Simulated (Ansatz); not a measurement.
GaN (P6_3mc), relaxed and computed with several functionals in Ansatz (plane waves, PAW). Much of their spread follows the volume that each gives.

| functional | V (Å³/atom) | B₀ by P(V) fit (GPa) |
|---|---|---|
| HSE06 | 11.37 | 198 |
| LDA | 11.05 | ? |
| PBE | 11.76 | 172 |
| r²SCAN | 11.37 | 196 |

Problem. Fit a straight line to ln B₀ against ln V and predict the withheld value.

Solution. Least squares on the 3 shown rows: ln B₀ = -4.02 × ln V + (15.056), with a scatter of 0.4 %. For LDA this gives 221. The run itself gave 202, a miss of 9.4 % of that, well beyond the scatter: the line misses something about this case.

Built on a structure type that need not be the filed one of that space group: GaN, P6_3mc (Pearson symbol hP12). Not the usual ambient phase: GaN, P6_3mc (Pearson symbol hP12). All cells were relaxed under the symmetry of their starts (and spin orders); stability against distortions was not tested throughout. Spin–orbit coupling is left out wherever it is not named.

Potentials: the later of the program's two PAW sets.

Ansatz (a program for electronic structure) is a plane-wave DFT program.
